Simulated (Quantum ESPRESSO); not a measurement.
Inputs of pw.x and gipaw.x (a modified build of Quantum ESPRESSO, PBE) for KZnF3; the starting potential comes from an earlier run on another mesh:

```
&CONTROL
  calculation = 'scf'
  prefix = 'x'
  pseudo_dir = './pseudo'
  outdir = './out'
  tprnfor = .true.
/
&SYSTEM
  ibrav = 0
  nat = 5
  ntyp = 3
  ecutwfc = 45
  ecutrho = 180
  occupations = 'fixed'
  nbnd = 21
/
&ELECTRONS
  conv_thr = 1e-11
  startingpot = 'file'
/
ATOMIC_SPECIES
K 39.098 K.GGA_PBE-JTH.UPF
Zn 65.380 Zn.GGA_PBE-JTH.UPF
F 18.998 F.GGA_PBE-JTH.UPF
CELL_PARAMETERS angstrom
    4.067657100000     0.000000000000     0.000000000000
    0.000000000000     4.067657100000     0.000000000000
    0.000000000000     0.000000000000     4.006945800000
ATOMIC_POSITIONS crystal
K      0.000000000000     0.000000000000     0.000000000000
Zn     0.500000000000     0.500000000000     0.500000000000
F      0.000000000000     0.500000000000     0.500000000000
F      0.500000000000     0.000000000000     0.500000000000
F      0.500000000000     0.500000000000     0.000000000000
K_POINTS automatic
5 5 5 1 1 1
```

```
&INPUTGIPAW
  job = 'nmr'
  prefix = 'x'
  tmp_dir = './out/'
  restart_mode = 'from_scratch'
  pawproj(1) = .true.
  pawproj(2) = .true.
  pawproj(3) = .true.
  use_nmr_macroscopic_shape = .false.
/
```

The cell was made here from a computed Materials Project entry: strained by -1 % along the cube axis and by +0.5 % across it, atoms relaxed (PBE without dispersion, pw.x of Quantum ESPRESSO, symmetry kept). The parent is KZnF3 in Pm-3m; whether this form has been observed was not checked. Stability against distortions was not tested.

### Question
Give the final section of the GIPAW output.

### Answer
```
     Total NMR chemical shifts in ppm: ---------------------------------------
     (adopting the Simpson convention for anisotropy and asymmetry)-----------

     Atom  1  K   pos: (  0.000000  0.000000  0.000000)  Total sigma:        1194.21
          1193.7273          0.0000         -0.0000
            -0.0000       1193.7273          0.0000
             0.0000          0.0000       1195.1784

     K       1    anisotropy:      1.45    eta:    0.0000
     K       1    sigma_11=   1193.73
     K       1    sigma_22=   1193.73
     K       1    sigma_33=   1195.18

     Atom  2  Zn  pos: (  0.500000  0.500000  0.492537)  Total sigma:        1775.61
          1768.5396         -0.0000          0.0000
            -0.0000       1768.5396         -0.0000
             0.0000          0.0000       1789.7566

     Zn      2    anisotropy:     21.22    eta:    0.0000
     Zn      2    sigma_11=   1768.54
     Zn      2    sigma_22=   1768.54
     Zn      2    sigma_33=   1789.76

     Atom  3  F   pos: (  0.000000  0.500000  0.492537)  Total sigma:         327.43
           349.8769          0.0000         -0.0000
            -0.0000        315.4830          0.0000
             0.0000          0.0000        316.9304

     F       3    anisotropy:     33.67    eta:    0.0645
     F       3    sigma_11=    316.93
     F       3    sigma_22=    315.48
     F       3    sigma_33=    349.88

     Atom  4  F   pos: (  0.500000  0.000000  0.492537)  Total sigma:         327.43
           315.4830          0.0000         -0.0000
            -0.0000        349.8769          0.0000
            -0.0000          0.0000        316.9304

     F       4    anisotropy:     33.67    eta:    0.0645
     F       4    sigma_11=    316.93
     F       4    sigma_22=    315.48
     F       4    sigma_33=    349.88

     Atom  5  F   pos: (  0.500000  0.500000  0.000000)  Total sigma:         333.77
           323.4285          0.0000         -0.0000
            -0.0000        323.4285          0.0000
            -0.0000          0.0000        354.4576

     F       5    anisotropy:     31.03    eta:    0.0000
     F       5    sigma_11=    323.43
     F       5    sigma_22=    323.43
     F       5    sigma_33=    354.46
```
The printed anisotropy is 3/2 (σ_33 − σ_iso) in the program's own order; the axes are left out here. Anisotropies that symmetry doesn't fix are less certain than the isotropic values. σ is an absolute shielding without the bulk-susceptibility term: within one crystal shift differences are minus those of σ, between compounds the missing term differs by several ppm. By our sweeps, such settings leave a few ppm in absolute σ on light atoms and up to some 20 ppm from Zn on.
